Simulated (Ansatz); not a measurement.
Ta$_{3}$Ge:
```yaml
crystal:
  lattice:
    - [0.00000, 3.26448, 3.26448]
    - [3.26448, 0.00000, 3.26448]
    - [3.26448, 3.26448, 0.00000]
  atoms:
    - { symbol: Ge, position: [0.00000, 0.00000, 0.00000] }
    - { symbol: Ta, position: [0.50000, 0.50000, 0.50000] }
    - { symbol: Ta, position: [0.25000, 0.25000, 0.25000] }
    - { symbol: Ta, position: [0.75000, 0.75000, 0.75000] }
```

Relaxed with PBE. Special points in fractions of this cell's reciprocal vectors: Γ (0.000, 0.000, 0.000); X (0.500, 0.000, 0.500); U (0.625, 0.250, 0.625); K (0.375, 0.375, 0.750); L (0.500, 0.500, 0.500); W (0.500, 0.250, 0.750).

List the band energies nearest the Fermi level at these points for PBE (plane waves, PAW; program Ansatz).

In eV from the Fermi level; about four levels below and three above (degenerate sets whole), none deeper than 8.9 eV; points with the same levels are listed once.

```csv
k,below,above
Γ,-1.09 -0.85 -0.85 -0.85,2.71 2.71 2.71
X,-2.51 -2.51 -1.56 -1.40 -1.40,0.44 0.91 0.91
U,-1.82 -1.68 -0.97 -0.62,0.18 0.30 1.11
L,-1.68 -1.68 -0.86 -0.86 -0.67,0.43 0.43 2.89 2.89
W,-1.62 -1.62 -1.15 -0.24 -0.24,0.15 1.51 2.10
```

Space group Fm-3m. A made-up cell: these elements were put on the sites of a structure type; neither database checked (COD, Materials Project) lists it. Whether it is the stable phase at ambient conditions was not checked. The cell was relaxed with PBE under the symmetry of its start; its stability against distortions is not shown here. The run is not spin-polarised. Spin–orbit coupling is left out wherever it is not named.

Potentials: the later of the program's two PAW sets.
